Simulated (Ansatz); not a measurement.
# LiFeAs, a known structure type with other elements, at an estimated volume

```
Fe Li As
1.0
     3.78570    0.00000    0.00000
     0.00000    3.78570    0.00000
     0.00000    0.00000    6.17753
Fe Li As
2 2 2
Direct
  0.00000 0.00000 0.00000
  0.50000 0.50000 0.00000
  0.50000 0.00000 0.76000
  0.00000 0.50000 0.24000
  0.50000 0.00000 0.24000
  0.00000 0.50000 0.76000
```

Single point in Ansatz 0.2.0 with PBEsol, no spin polarisation. Cutoff 420 eV, PAW datasets, 9×9×6 Γ-centred k mesh, fermi-dirac filling (width 0.1405 eV).

Problem. Which atom feels the largest force, and which way?

Solution. The largest is on Li3 (and as large on other atoms): 1.50 eV/Å, components (0.00, 0.00, -1.50). It makes 128° with the line to a nearest neighbour, Fe1 at 2.40 Å.

Problem. Is there a gap?

Solution. It is a metal, with about 3.5 states/eV a cell as the mean within 0.25 eV of the Fermi level, mostly Fe d (88 %).

Problem. Is the cell too large or too small?

Solution. The pressure is -2.6 GPa (compression positive), so with the atoms held at these fractions the cell would first shrink; the forces are large, so a full relaxation may end otherwise. The principal stresses -3.5, -2.2, -2.2 GPa differ, so its shape would change too.

Problem. How is the charge shared?

Solution. Bader charges in e: Li +0.83, Fe -0.11, As -0.73. In the mean Li gives up most and As takes most.

Problem. Describe some of the short contacts.

Solution. Fe–Li at 2.40 Å: least valence density 0.15 e/Å³ and ELF 0.07 there. Fe–As at 2.40 Å: least valence density 0.48 e/Å³ and ELF 0.36 there. Fe–Fe at 2.68 Å: least valence density 0.31 e/Å³ and ELF 0.37 there. Both are smooth PAW fields, read partly inside the augmentation spheres.

Origin: a known structure type with other elements, at an estimated volume, so it need not be a known compound. Caveats: no spin polarisation, so a magnetic state may lie lower; atoms or cell far from equilibrium.
